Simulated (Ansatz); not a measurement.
ScHg (CsCl type, space group No. 221), PBE (plane waves, PAW; program Ansatz), all energies at zero smearing, with the estimated change up to a 700 eV cutoff added, with one set of potentials and settings (totals compare only within such a set). Cell of 2 atoms (1 Sc, 1 Hg): -15950.145 eV.

```json
[
 {"element": "Sc", "reference phase": "P6_3/mmc, 2 atoms in the cell", "E (eV/atom)": "-2135.8097"},
 {"element": "Hg", "reference phase": "P6_3/mmc, 2 atoms in the cell", "E (eV/atom)": "-13813.4607"}
]
```

Formation energy per atom, worked out: (-15950.145 − 1×(-2135.8097) − 1×(-13813.4607))/2 = -0.437 eV/atom (-42 kJ per mol of atoms), at 0 K, without zero-point energy or fitted corrections.

Space group Pm-3m (CsCl type). The workflow started from an entry of the Crystallography Open Database (COD). Its standing as an ambient phase is unchecked. The cell was relaxed with PBE under the symmetry of its start; whether a distortion lowers the energy is not shown. The run is not spin-polarised. The references are the lowest solids computed at this level, not always the standard phases. Spin–orbit coupling is left out wherever it is not named.

Potentials: the later of the program's two PAW sets.
